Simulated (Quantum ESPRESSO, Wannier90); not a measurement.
Wannierisation of Au (fcc (Cu type))

```
begin unit_cell_cart
ang
    0.0000000000    2.0856450000    2.0856450000
    2.0856450000    0.0000000000    2.0856450000
    2.0856450000    2.0856450000    0.0000000000
end unit_cell_cart
begin atoms_frac
Au   0.0000000000  0.0000000000  0.0000000000
end atoms_frac
```

Cell from Materials Project (mp-81), symmetrised, no further relaxation. This is the element's usual structure. Computed values, not measurements, from PBEsol: Quantum ESPRESSO (norm-conserving PseudoDojo potentials, cutoff 61 Ry, no spin polarisation, no spin-orbit coupling) on a Γ-centred 10×10×10 mesh, then Wannier90. Density: 18×18×18 mesh, cold smearing 0.01 Ry. Spin-orbit coupling is left out although heavy elements are present.

Functional, cutoff and mesh named above are those of the base row (PBEsol); the first column says what each row takes instead. Model: 9 functions from bands 5-21, start hydrogen-like Au: s;p;d, disentangled but not localised (num_iter = 0), frozen window tied to the conduction edge or Fermi level of each row, as listed, which moves Ω_I and hoppings a little by itself. Energies are relative to the Fermi level; the misfit is to pw.x on a path, for states up to 1.0 eV relative to the Fermi level. The functional changes, each with its own PseudoDojo files and their cutoffs, on the same cell. The disentangled Ω_I can sit in another minimum from row to row.

| functional | frozen to (eV) | Ω_I (Å²) | rms misfit (meV) | bottom of band 5 (eV) | on-site Au1 pz minus Au1 s (eV) | hopping modulus Au1 px – Au1 py, R = 0 0 1 (eV) | hopping modulus Au1 pz – Au1 s, R = 1 0 -1 (eV) | hopping modulus Au1 s – Au1 s, R = 1 0 -1 (eV) | hopping modulus Au1 s – Au1 dyz, R = 1 0 0 (eV) |
|---|---|---|---|---|---|---|---|---|---|
| LDA | 1.50 | 7.49 | 3.4 | -9.22 | 8.90 | 1.723 | 1.153 | 0.679 | 0.507 |
| PBE | 1.50 | 7.52 | 3.6 | -9.15 | 8.86 | 1.730 | 1.157 | 0.682 | 0.502 |
| PBEsol | 1.50 | 7.53 | 3.5 | -9.21 | 8.84 | 1.730 | 1.158 | 0.682 | 0.506 |
